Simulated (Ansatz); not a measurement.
Na$_{2}$CO$_{3}$:
```
Na2CO3
1.0
    4.40548     2.63783     0.00000
   -4.40548     2.63783     0.00000
   -1.34630     0.00000     5.79690
Na C O
4 2 6
Direct
  0.66889   0.33111   0.74016
  0.33111   0.66889   0.25984
  0.00000   0.00000   0.00000
  0.00000   0.00000   0.50000
  0.33620   0.66380   0.75061
  0.66380   0.33620   0.24939
  0.21263   0.78737   0.83147
  0.78737   0.21263   0.16853
  0.81240   0.60915   0.29125
  0.18760   0.39085   0.70875
  0.60915   0.81240   0.70875
  0.39085   0.18760   0.29125
```

Relaxed with r²SCAN. Special points in fractions of this cell's reciprocal vectors: Γ (0.000, 0.000, 0.000); C (0.344, 0.344, 0.000); C2 (-0.344, 0.656, 0.000); Y2 (-0.500, 0.500, 0.000); M2 (-0.500, 0.500, 0.500); D (-0.313, 0.687, 0.500); D2 (0.313, 0.313, 0.500); A (0.000, 0.000, 0.500); L2 (0.000, 0.500, 0.500); V2 (0.000, 0.500, 0.000).

List the band energies nearest the valence-band maximum at these points for r²SCAN in the plane-wave PAW code Ansatz.

In eV from the valence-band maximum; about four levels below and three above (degenerate sets whole), none deeper than 8.9 eV; points with the same levels are listed once.

```csv
k,below,above
Γ,-1.67 -1.56 -0.07 -0.05,4.84 6.22 6.27
C,-1.54 -1.43 -0.62 -0.39,6.04 6.28 7.26
Y2,-1.67 -1.25 -0.47 -0.31,5.76 6.19 7.47
M2,-1.64 -1.63 -1.43 -0.50 -0.27,5.80 6.01 7.00
D,-1.68 -1.62 -0.56 -0.44,6.16 6.25 7.41
A,-1.49 -1.36 -0.16 0.00,5.72 6.15 6.83
L2,-1.70 -1.63 -0.55 -0.38,6.26 6.34 7.21
V2,-1.67 -1.55 -0.56 -0.36,6.28 6.31 6.62
```

Space group C2/m. The first step of the workflow began from a Materials Project structure, measured or hypothetical; the Crystallography Open Database files this formula in space group No. 12, but the cells were not matched. Whether it is the stable phase at ambient conditions was not checked. The r²SCAN relaxation kept the symmetry of its start; whether a distortion lowers the energy is not shown.

Potentials: the later of the program's two PAW sets.
